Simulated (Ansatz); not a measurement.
CsH:
```
CELL_PARAMETERS angstrom
      3.81405     0.00000     0.00000
      0.00000     3.81405     0.00000
      0.00000     0.00000     3.81405
ATOMIC_POSITIONS crystal
  Cs 0.00000 0.00000 0.00000
  H  0.50000 0.50000 0.50000
```

Relaxed with r²SCAN.

Question: Map the electron localisation function on the plane through (0.000, 0.000, 0.000) spanned by u = [1, 0, 0] and v = [0, 1, 1] in lattice vectors, from the program Ansatz at the r²SCAN level (PAW).

Answer: x is the fraction of u, y of v (the angle between them is 90°; rows are the nearest grid lines); atoms in the plane: Cs at (0.00, 0.00), H at (0.50, 0.50).
```
y \ x   0.000  0.105  0.158  0.263  0.368  0.474  0.526  0.632  0.737  0.842  0.895   1.00
------  -----  -----  -----  -----  -----  -----  -----  -----  -----  -----  -----  -----
1.00    0.000  0.207  0.705  0.896  0.647  0.026  0.026  0.647  0.896  0.705  0.207  0.000
0.926   0.203  0.633  0.833  0.881  0.548  0.022  0.022  0.548  0.881  0.833  0.633  0.203
0.852   0.870  0.889  0.889  0.761  0.207  0.018  0.018  0.207  0.761  0.889  0.889  0.870
0.778   0.832  0.779  0.679  0.226  0.044  0.069  0.069  0.044  0.226  0.679  0.779  0.832
0.704   0.268  0.153  0.083  0.060  0.359  0.835  0.835  0.359  0.060  0.083  0.153  0.268
0.630   0.022  0.033  0.075  0.641  0.984  0.999  0.999  0.984  0.641  0.075  0.033  0.022
0.556   0.023  0.125  0.481  0.980   1.00   1.00   1.00   1.00  0.980  0.481  0.125  0.023
0.444   0.023  0.125  0.481  0.980   1.00   1.00   1.00   1.00  0.980  0.481  0.125  0.023
0.370   0.022  0.033  0.075  0.641  0.984  0.999  0.999  0.984  0.641  0.075  0.033  0.022
0.296   0.268  0.153  0.083  0.060  0.359  0.835  0.835  0.359  0.060  0.083  0.153  0.268
0.222   0.832  0.779  0.679  0.226  0.044  0.069  0.069  0.044  0.226  0.679  0.779  0.832
0.148   0.870  0.889  0.889  0.761  0.207  0.018  0.018  0.207  0.761  0.889  0.889  0.870
0.0741  0.203  0.633  0.833  0.881  0.548  0.022  0.022  0.548  0.881  0.833  0.633  0.203
0.000   0.000  0.207  0.705  0.896  0.647  0.026  0.026  0.647  0.896  0.705  0.207  0.000
```

The density is the valence pseudo-density with augmentation charge, so density and ELF within about 1 Å of a nucleus are not all-electron values.

Space group Pm-3m (CsCl type). The workflow started from a Materials Project entry (that database holds measured and hypothetical structures alike); the Crystallography Open Database copy checked does not list it. COD files the formula under space group No. 225. Its standing as an ambient phase is unchecked. The cell was relaxed with r²SCAN under the symmetry of its start; its stability against distortions is not shown here. Spin–orbit coupling is left out wherever it is not named.

Potentials: the later of the program's two PAW sets.
